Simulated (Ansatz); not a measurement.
The relaxed structure here is a generated cell of Be: the first start was made by placing the elements on the sites of a structure type, and the end was not matched to a known phase here, so it may be hypothetical. Known forms of Be include space group No. 194.

A relaxed cell of Be (Fmmm (No. 69)), relaxed on a k-mesh at least as fine as the one used below. These are r2SCAN (plane waves to 500 eV, PAW, scalar-relativistic; Ansatz, a quantum-chemistry and plane-wave program) values and carry that method's errors. Γ-centred k-mesh 9×17×17 on the run's cell (coarser than for final values), Fermi–Dirac smearing 0.05 eV.

```yaml
crystal:
  lattice:
    - [0.00000, 3.62446, 8.59461]
    - [1.14059, 0.00000, 4.29731]
    - [1.14059, 1.81223, 0.00000]
  atoms:
    - { symbol: Be, position: [0.07115, 0.14230, 0.85770] }
    - { symbol: Be, position: [0.57115, 0.14230, 0.85770] }
    - { symbol: Be, position: [0.42885, 0.85770, 0.14230] }
    - { symbol: Be, position: [0.92885, 0.85770, 0.14230] }
```

The atoms are displaced by (Å):

| atom | ux | uy | uz |
|---|---|---|---|
| Be1 | -0.029 | 0.056 | -0.076 |
| Be2 | -0.181 | 0.022 | 0.054 |
| Be3 | 0.008 | -0.084 | 0.004 |
| Be4 | 0.051 | -0.014 | -0.024 |

### Question
What forces (eV/Å) and pressure result?

### Answer
| atom | Fx | Fy | Fz |
|---|---|---|---|
| Be1 | -0.53 | 0.16 | 0.17 |
| Be2 | 1.34 | -0.08 | -0.55 |
| Be3 | -0.10 | 0.35 | -0.14 |
| Be4 | -0.71 | -0.44 | 0.52 |

Pressure +1.0 GPa.

### Question
Estimate the energy cost of the displacement in the harmonic approximation and compare with the calculation.

### Answer
For a harmonic well ΔE = −½ Σ F·u = 0.167 eV a cell, or 42 meV/atom. The calculated energy relative to the undisplaced cell is +0.04 eV/atom, so the harmonic estimate holds well.

The undisplaced cell is probably no minimum: from this displacement the run went on to P6₃/mmc (No. 194), 0.35 eV/atom below it.

No spin polarisation in the result.
